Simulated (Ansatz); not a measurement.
Total density of states per atom from DFT-PBE in the program Ansatz with PAW potentials, in 0.25 eV bins, energy from the Fermi level:

```tsv
E (eV)	states/eV/atom
-7.85	0.14
-7.60	0.17
-7.35	0.21
-7.10	0.29
-6.85	0.72
-6.60	1.05
-6.35	0.90
-6.10	0.25
-5.85	0.52
-5.60	3.95
-5.35	6.04
-5.10	2.40
-4.85	3.69
-4.60	1.16
-4.35	0.43
-4.10	0.34
-3.85	0.30
-3.60	0.26
-3.35	0.23
-3.10	0.23
-2.85	0.38
-2.60	0.37
-2.35	0.34
-2.10	0.32
-1.85	0.37
-1.60	0.40
-1.35	0.38
-1.10	0.38
-0.85	0.37
-0.60	0.38
-0.35	0.39
-0.10	0.39
0.15	0.41
0.40	0.42
0.65	0.46
0.90	0.51
1.15	0.51
1.40	0.48
1.65	0.47
1.90	0.44
2.15	0.43
2.40	0.41
2.65	0.39
2.90	0.37
3.15	0.36
3.40	0.37
3.65	0.37
3.90	0.37
4.15	0.37
4.40	0.40
4.65	0.44
```

Pick the material that matches.
A) TaRu, rock salt
B) AlAg, rock salt
C) TaAl, L1₀ or tetragonal B2
D) AlN, CsCl type

B, AlAg, rock salt. Within 0.5 eV of the Fermi level: Al 3p 57 %, Al 3s 20 %, Ag 5s 10 %, Ag 4d 7 %. Projections are on Löwdin-orthogonalised atomic valence shells; empty p or d shells of many metals are not among them.

Space group Fm-3m (rock salt). The start of the workflow was typed in or built on a structure type; neither database checked (COD, Materials Project) lists it. Its standing as an ambient phase is unchecked. Symmetry was held in the PBE relaxation; its stability against distortions is not shown here. No spin polarisation was allowed. The volume moved by 24 % from the start of the relaxation. Its formation energy is positive at this level, so the cell may be metastable or incomplete. Scalar-relativistic: spin–orbit coupling is off unless named, which matters more the heavier the elements.

Potentials: the earlier of the program's two PAW sets.
